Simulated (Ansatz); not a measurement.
Electric field gradients in Ti2TeS

These are results of DFT PBE, scalar-relativistic, plane waves, PAW in Ansatz, not measurements. Plane waves to 420 eV; Γ-centred k mesh 15×15×6; Fermi-Dirac smearing of 0.15 eV. No spin polarisation.

Relaxed structure:
```
CELL_PARAMETERS angstrom
3.53311 0.00000 0.00000
-1.76655 3.05976 0.00000
0.00000 0.00000 6.83179
ATOMIC_POSITIONS crystal
Ti 0.33333 0.66667 0.18824
Ti 0.66667 0.33333 0.81176
Te 0.00000 0.00000 0.50000
S 0.00000 0.00000 0.00000
```

The cell was built by swapping an element in a database structure (itself possibly hypothetical) and relaxing; it need not be the stable form of this composition. In a metal these results depend on the k mesh and the smearing. A semilocal functional can close a gap that the real compound has. Spin–orbit coupling is left out, which matters for gradients at heavy nuclei.

Question: Give V_zz (10²¹ V/m²) and the asymmetry η at each distinct site.

Answer:
```csv
atom,V_zz,η
Ti (atom 1),-0.438,0.00
Te (atom 3),5.34,0.00
S (atom 4),-1.24,0.00
```